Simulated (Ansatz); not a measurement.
Relaxed-ion elastic tensor of Hf2InC in space group P6_3/mmc (No. 194; Hf on 4f, In on 2d, C on 2a) in GPa (Voigt order), plane-wave PAW r²SCAN (Ansatz code); density 11.42 g/cm³, 17.59 Å³ per atom.

```
 293  68.1  65.7   0.0   0.0   0.0
68.1   293  65.7   0.0   0.0   0.0
65.7  65.7   261   0.0   0.0   0.0
 0.0   0.0   0.0  90.9   0.0   0.0
 0.0   0.0   0.0   0.0  90.9   0.0
 0.0   0.0   0.0   0.0   0.0   113
```

**Question.** Is the crystal mechanically stable?

**Answer.** Yes: the smallest eigenvalue of C is 90.9 GPa.

**Question.** Work out the Voigt, Reuss and Hill averages.

**Answer.** K_V = 139, K_R = 138, K_H = 138; G_V = 102, G_R = 101, G_H = 102 GPa.

**Question.** Give Young's modulus, Poisson's ratio, Pugh's ratio and the universal anisotropy index.

**Answer.** E = 9KG/(3K + G) = 245 GPa; ν = 0.21; K/G = 1.36 (brittle by the Pugh limit of 1.75); A_U = 5G_V/G_R + K_V/K_R − 6 = 0.05.

**Question.** Estimate the sound speeds and the Debye temperature.

**Answer.** v_l = √((K + 4G/3)/ρ) = 4900 m/s, v_t = √(G/ρ) = 2980 m/s, mean 3290 m/s; Θ = (h/k)(3n/4πV)^(1/3) v_m = 377 K.

**Question.** How much does each axis shrink under pressure?

**Answer.** Linear compressibilities β_i = Σ_j S_ij (j = 1 to 3): x 2.3, y 2.3, z 2.7 per TPa.

The workflow started from a Materials Project entry (that database holds measured and hypothetical structures alike); the Crystallography Open Database copy checked does not list it. Whether it is the stable phase at ambient conditions was not checked. Symmetry was held in the r²SCAN relaxation; whether a distortion lowers the energy is not shown. No spin polarisation was allowed. As this level gives no gap, shear constants depend on the k-mesh and smearing (Fermi–Dirac, 0.1 eV here). Spin–orbit coupling is left out wherever it is not named.

Potentials: the later of the program's two PAW sets.
